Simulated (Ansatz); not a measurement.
Put HfB4 in R-3m (No. 166): Hf on 3b; B on 6c and 6c.

Computed with Ansatz, DFT PBE, scalar-relativistic, plane waves, PAW. Cutoff 420 eV, Γ-centred mesh, Gaussian smearing, no spin polarisation.

The zero of energy is the elements' standard structures at the same level; no fitted shifts are applied.

Q: Which cell and coordinates does it relax to?

A:

Space group R-3m:H (No. 166). a = 3.789 Å, b = 3.789 Å, c = 13.940 Å, α = 90.00°, β = 90.00°, γ = 120.00°
```tsv
atom	site	symmetry	x	y	z
Hf	3b	-3m	0.6667	0.3333	0.8333
B	6c	3m	0.0000	0.0000	0.6828
B	6c	3m	0.0000	0.0000	0.7987
```

Around Hf lie 6 B at 2.24 Å and 2 B at 2.55 Å; B on its first site is surrounded by 1 B at 1.62 Å, 3 B at 2.23 Å and 1 Hf at 2.55 Å; around B on its second site lie 1 B at 1.62 Å and 3 Hf at 2.24 Å. Another local minimum with the same sites may exist.

Q: And its energy and gap?

A: The energy over the elements is +0.82 eV/atom and the gap on the 12×12×12 mesh of the 5-atom cell is 0 eV (a metal). The separate elements lie lower, so it is unstable against them.

The last run used Gaussian smearing of 0.10 eV. These runs have no spin–orbit coupling, which can matter for Hf. A structure relaxed within its symmetry needn't be a true minimum.
